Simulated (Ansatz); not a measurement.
A crystal relaxed with r2SCAN in the PAW code Ansatz has space group Fm-3m (No. 225) and a = 8.739 Å.

```tsv
atom	site	x	y	z
Tl	8c	0.2500	0.7500	0.7500
Xx	4a	0.0000	0.0000	0.0000
F	24e	0.7713	0.0000	0.0000
```

r2SCAN gives a direct gap of 5.28 eV at X. With HSE06 the gap is 6.03 eV and direct, at X. PBE gives a direct gap of 4.80 eV at X. Meshes: r2SCAN 6×6×6, HSE06 4×4×4, PBE 6×6×6. r2SCAN's ε∞ is 2.7 in all directions.

Question: Which element is Xx?
A. Hf
B. Ti
C. Zr
D. Sn

Answer: A. Xx is Hf: Tl2HfF6 in the vacancy-ordered double perovskite structure. Around Tl lie 12 F at 3.10 Å; around Hf lie 6 F at 2.00 Å; around F lie 1 Hf at 2.00 Å and 4 Tl at 3.10 Å.

All values are calculated for a non-magnetic cell, which may be hypothetical.

No spin-orbit coupling is included; it can move band edges with weight on the heavy atoms by tenths of an eV.

The meshes of the hybrids are coarse, so their gaps aren't converged to the digits shown.
